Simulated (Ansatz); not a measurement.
Ba2NaReO6:
Space group Fm-3m (No. 225); a = b = c = 8.246 Å, α = β = γ = 90.00°

| atom | site | symmetry | x | y | z |
|---|---|---|---|---|---|
| Na | 4a | m-3m | 0.0000 | 0.0000 | 0.0000 |
| Ba | 8c | -43m | 0.2500 | 0.2500 | 0.2500 |
| Re | 4b | m-3m | 0.5000 | 0.5000 | 0.5000 |
| O | 24e | 4m.m | 0.0000 | 0.0000 | 0.2726 |
(The calculation used a cell of 10 atoms; values per cell refer to that cell.)

Relaxed with PBEsol. DFT-PBEsol in the program Ansatz with PAW potentials gives a gap of 2.02 eV.

Task: What gap does HSE06 give on the same cell (Ansatz, PAW)?

Result: 3.30 eV, 1.27 eV more. The hybrid was solved on a coarser mesh and at special points; its gap is the smallest among all of these.

| k | v1 PBEsol | c1 PBEsol | v1 HSE06 | c1 HSE06 |
|---|---|---|---|---|
| Γ | 0.00 | 2.63 | [?] | [?] |
| X | -0.05 | 2.02 | -0.05 | 3.30 |
| L | -0.28 | 2.59 | [?] | [?] |
| W | -0.33 | 2.57 | [?] | [?] |
| K | -0.18 | 2.30 | [?] | [?] |

Task: Top valence (v1) and lowest conduction level (c1) in eV from each method's valence maximum (which need not be a listed point): supply the withheld HSE06 values.

Result: 
- Γ, v1 HSE06: 0.00
- Γ, c1 HSE06: 3.89
- W, v1 HSE06: -0.34
- W, c1 HSE06: 3.84
- L, v1 HSE06: -0.30
- L, c1 HSE06: 3.86
- K, v1 HSE06: -0.18
- K, c1 HSE06: 3.57

Cost on shared cores: the PBEsol run (SCF on a 6×6×6 mesh, then bands and DOS) very roughly 110 core-seconds, the HSE06 run (SCF on 4×4×4, then a few points) about 10 core-minutes (a rough figure); the tasks are unlike.

The workflow started from a Materials Project entry (that database holds measured and hypothetical structures alike); the Crystallography Open Database files this formula in space group No. 225, but the cells were not matched. Whether it is the stable phase at ambient conditions was not checked. The PBEsol relaxation kept the symmetry of its start; whether a distortion lowers the energy is not shown. The run is not spin-polarised. Scalar-relativistic: spin–orbit coupling is off unless named, which matters more the heavier the elements.

Potentials: the later of the program's two PAW sets.
